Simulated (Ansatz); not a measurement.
**TiO2: how strain makes field gradients**

```yaml
crystal:
  lattice:
    - [4.59400, 0.00000, 0.00000]
    - [0.00000, 4.59400, 0.00000]
    - [0.00000, 0.00000, 2.95900]
  atoms:
    - { symbol: Ti, position: [0.00000, 0.00000, 0.00000] }
    - { symbol: Ti, position: [0.50000, 0.50000, 0.50000] }
    - { symbol: O, position: [0.30600, 0.30600, 0.00000] }
    - { symbol: O, position: [0.19400, 0.80600, 0.50000] }
    - { symbol: O, position: [0.69400, 0.69400, 0.00000] }
    - { symbol: O, position: [0.80600, 0.19400, 0.50000] }
```

Atom numbers follow the list: Ti1, Ti2, O3, O4, O5, O6.

The conventional cell has a = 4.594 Å, b = 4.594 Å, c = 2.959 Å, α = 90.00°, β = 90.00°, γ = 90.00°. Ti (atom 1) has 6 O at 1.94 to 1.99 Å as nearest neighbours. Around O (atom 3) lie 3 Ti at 1.94 to 1.99 Å.

The geometry is COD entry 9007432, unchecked; take it as a test cell.

Method: DFT, LDA, all-electron PAW with datasets made for the crystal, scalar-relativistic (Ansatz 0.2.0).

Sampling and basis: a Γ-centred 7×7×10 k mesh, Fermi–Dirac smearing of 0.05 eV, cutoff 460 eV (chosen by the program for this cell), no spin polarisation.

The cell is scaled evenly. Fractional coordinates are held (clamped ions).

The columns are Cartesian components of the electric field gradient at the nuclei, in 10²¹ V/m².

Only quantities that a quadratic follows smoothly over the whole series are listed; rougher ones are left out.

| ln(V/Vcell) | Vzz at Ti1 |
| --- | --- |
| 0.0000 | -2.40 |
| 0.0100 | -2.37 |
| 0.0198 | -2.34 |
| 0.0583 | -2.22 |

Problem. Fit the series and give the gradient–strain slopes.

Solution. Least-squares fits y = p0 + p1 x + p2 x² to the rows give Vzz at Ti1: p1 = 3, p2 = 1.5. The slopes p1 are in 10²¹ V/m² per unit strain, for clamped ions.

Problem. One run, at ln(V/Vcell) = 0.0392, is withheld. Predict its row.

Solution. The fits give -2.28; the run gave -2.28.
